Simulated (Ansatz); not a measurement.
# AuCu3-type SrGa3

Method: PBE, scalar-relativistic; no spin polarisation; PAW, 420 eV, 8×8×8 k-mesh, Gaussian smearing of 0.05 eV; code Ansatz; PAW files: Ansatz's generated set soft_2.

```
Sr Ga
1.0
     4.52848    0.00000    0.00000
     0.00000    4.52848    0.00000
     0.00000    0.00000    4.52848
Sr Ga
1 3
Cartesian
  0.0000 0.0000 0.0000
  0.0000 2.2642 2.2642
  2.2642 2.2642 0.0000
  2.2642 0.0000 2.2642
```

The start was a prototype's sites filled with these elements, not a measured cell.

The cell has space group Pm-3m (read at 0.01 Å). In it the stress is 0.00, 0.00, 0.00, 0.00, 0.00, 0.00 GPa and the largest force component 0.000 eV/Å. Each change below starts from this cell, without further relaxation. Stress is in GPa, positive in compression, in the order xx, yy, zz, yz, xz, xy; energies are counted from the cell above and are free energies with the smearing's entropy, which match forces and stress in a metal.

Q: One atom was moved along a Cartesian axis, and these forces appeared. Which atom, and about how far?
```
atom  Fx (eV/Å)      Fy     Fz
 Sr1      0.000   0.135  0.000
 Ga2      0.000  -0.008  0.000
 Ga3      0.000  -0.123  0.000
 Ga4      0.000  -0.003  0.000
```

A: Atom 3 (Ga) is moved by 0.05 Å along y; the energy changes by 3.0 meV per cell.

Q: One atom was moved along a Cartesian axis, and these forces appeared. Which atom, and about how far?
```
atom  Fx (eV/Å)     Fy      Fz
 Sr1      0.000  0.000   0.558
 Ga2      0.000  0.000  -0.035
 Ga3      0.000  0.000   0.017
 Ga4      0.000  0.000  -0.540
```

A: Atom 4 (Ga) is moved by 0.20 Å along z; the energy changes by 52.3 meV per cell.

Q: What stress follows from an engineering strain of 3 % in xy, atoms carried along?

A: 0.03, 0.03, 0.06, 0.00, 0.00, -0.96 GPa; the energy changes by 8.2 meV per cell.
The change of the stress over the strain gives a clamped-atom stiffness of about 32 GPa for this component.
In a harmonic crystal the energy would rise by V(½Cε² − σ₀ε), with σ₀ the stress of the unstrained cell, = 8.4 meV, which matches.

Q: What stress follows from an engineering strain of -1 % in zz, atoms carried along?

A: 0.26, 0.26, 0.71, 0.00, 0.00, 0.00 GPa; the energy changes by 2.0 meV per cell.
The change of the stress over the strain gives a clamped-atom stiffness of about 71 GPa for this component, a secant value that lies under the elastic constant in tension and over it in compression, by several per cent for each per cent of strain.
In a harmonic crystal the energy would rise by V(½Cε² − σ₀ε), with σ₀ the stress of the unstrained cell, = 2.1 meV, which matches.

Q: All atoms and the cell are disturbed at random:
```xyz
4
Lattice="4.5351 0.0202 0.0585 0.0202 4.5630 -0.0214 0.0585 -0.0214 4.4651" Properties=species:S:1:pos:R:3 pbc="T T T"
Sr   -0.0108   -0.0339    0.0118
Ga    0.0238    2.2703    2.2589
Ga    2.2948    2.3313   -0.0135
Ga    2.3060   -0.0058    2.2451
```
Give the energy change, the stress and the forces.

A: 23.4 meV per cell; stress 0.24, -0.06, 0.87, 0.31, -0.89, -0.22 GPa.
| atom | Fx (eV/Å) | Fy | Fz |
| --- | --- | --- | --- |
| Sr1 | 0.138 | 0.285 | -0.013 |
| Ga2 | 0.010 | -0.108 | -0.073 |
| Ga3 | -0.070 | -0.180 | 0.009 |
| Ga4 | -0.078 | 0.003 | 0.077 |

Q: All atoms and the cell are disturbed at random:
```
CELL_PARAMETERS angstrom
4.56899 0.02484 -0.03870
0.02484 4.46029 0.02406
-0.03870 0.02406 4.55014
ATOMIC_POSITIONS crystal
Sr 0.98876 0.00466 0.01009
Ga 0.99673 0.49302 0.50130
Ga 0.49576 0.50972 0.97165
Ga 0.51875 0.99260 0.51696
```
Give the energy change, the stress and the forces.

A: 40.6 meV per cell; stress -0.13, 0.86, 0.46, -0.35, 0.65, -0.29 GPa.
| atom | Fx (eV/Å) | Fy | Fz |
| --- | --- | --- | --- |
| Sr1 | 0.449 | -0.079 | 0.033 |
| Ga2 | 0.002 | 0.112 | 0.093 |
| Ga3 | -0.110 | -0.061 | -0.003 |
| Ga4 | -0.340 | 0.028 | -0.123 |
